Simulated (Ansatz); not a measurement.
The relaxed structure here is a generated cell of BeAu: the first start was made by placing the elements on the sites of a structure type, and the end was not matched to a known phase here, so it may be hypothetical.

A relaxed cell of BeAu (Pnma (No. 62)), relaxed on a k-mesh at least as fine as the one used below. These are PBE (plane waves to 420 eV, PAW, scalar-relativistic; Ansatz, a program for electronic structure) values and carry that method's errors. Γ-centred k-mesh 6×8×7 on the run's cell (coarser than for final values), Fermi–Dirac smearing 0.05 eV.

```
BeAu
1.0
    5.38033     0.00000     0.00000
    0.00000     4.01765     0.00000
    0.00000     0.00000     4.87227
Be Au
4 4
Cartesian
  2.99181   1.00441   3.10922
  0.30165   1.00441   4.19918
  2.38852   3.01324   1.76304
  5.07868   3.01324   0.67309
  3.65695   1.00441   0.57360
  0.96678   1.00441   1.86253
  1.72338   3.01324   4.29866
  4.41355   3.01324   3.00974
```

The atoms are displaced by (Å):

```csv
atom,ux,uy,uz
Be1,-0.123,-0.041,0.087
Be2,-0.123,-0.007,0.100
Be3,-0.018,-0.052,-0.073
Be4,0.016,0.062,0.134
Au5,-0.013,0.023,-0.106
Au6,0.173,0.160,0.070
Au7,0.014,-0.045,0.017
Au8,-0.035,0.078,-0.142
```

What forces (eV/Å) and pressure result?


```csv
atom,Fx,Fy,Fz
Be1,0.99,-0.05,0.16
Be2,1.08,0.01,-0.67
Be3,0.50,1.01,0.19
Be4,0.30,-0.08,-1.06
Au5,-0.09,-0.13,0.77
Au6,-2.15,-0.94,-0.34
Au7,-0.73,0.20,-0.15
Au8,0.11,-0.03,1.11
```

Pressure +5.0 GPa.

Estimate the energy cost of the displacement in the harmonic approximation and compare with the calculation.

For a harmonic well ΔE = −½ Σ F·u = 0.668 eV a cell, or 83 meV/atom. The calculated energy relative to the undisplaced cell is +0.07 eV/atom, so the harmonic estimate holds well.

No spin polarisation in the result.

The run that gave the undisplaced cell could not lose the symmetry of its start; a randomly shaken copy of 8 atoms returns to this structure.
